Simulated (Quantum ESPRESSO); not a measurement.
## Different elements on one site among Ga Hf Mg Mo

These are calculations, not measurements. They come from Quantum ESPRESSO 7.5, a public plane-wave density functional program. Each row is one single-point run on a made-up periodic cell of eight metal atoms, with elements, volume, strain and displacements drawn at random and not relaxed, so a cell may be unstable or far from any real phase. There is no spin polarisation or spin-orbit coupling.

Settings: PBE unless stated; PseudoDojo standard norm-conserving files; Fermi-Dirac width 0.25 eV, which means electrons at about 2900 K; cutoff 1143 eV; 5 x 4 x 4 k mesh shifted half a step off Gamma. E is the free energy of the whole cell (internal energy minus TS), so a -TS column is already part of it. Stress is positive in tension, and the pressure P is minus a third of its trace.

Checks: one run of this series was repeated at a higher cutoff and on a denser mesh, which moved values by no more than 0.008 eV, 0.04 GPa and 0.006 eV/Å, and a second program with other atomic files agreed on it to 2 % rms in force and 0.5 GPa in pressure. Known limits: the tin pseudopotential is less sure than most, with forces differing by about three percent from a second method on plain tin; heavy elements are run without spin-orbit coupling, which real alloys of them have; a spin test at this wide smearing found no moment, but such smearing suppresses magnetism that the real alloy may have.

The lattice is hexagonal close-packed, and the cell vectors in Å are (0.014, -0.027, 5.026); (6.251, -0.009, 0.017); (-3.133, 5.514, -0.038), a volume of 173.10 Å³. The elements on sites 1 to 8 are Ga Mo Hf X Ga Mg Hf Mg. The runs change X and keep the cell and the displaced positions. The column v is a rough volume for each atom of the pure element, close to PBE values, from general knowledge and not from these runs. Energies are left out, as each element's file has its own zero.

| run | X | v (Å³) | -TS (eV) | force on X (eV/Å) | rms force (eV/Å) | P (GPa) |
|---|---|---|---|---|---|---|
| 1 | Sn | 27.9 | -1.399 | 0.429 | 0.445 | -4.93 |
| 2 | Ru | 13.8 | -1.636 | 0.184 | 0.423 | -11.74 |
| 3 | Ga | 19.0 | -1.406 | 0.166 | 0.399 | -7.73 |
| 4 | Ti | 17.3 | ? | ? | ? | ? |
| 5 | Os | 14.3 | -1.575 | 0.194 | 0.443 | -12.66 |

## Worked fit

A straight line through the runs shown gives P = -19.1 + 0.526 v GPa with v in Å³, an error of 0.114 on the slope and a scatter of 1.29 GPa. At this fixed volume the pressure tends to rise with the size of X.

## Withheld run

Question: what pressure should run 4, with Ti, give?

The fit gives -10.00 ± 1.45 GPa. The calculation gave -8.07 GPa.
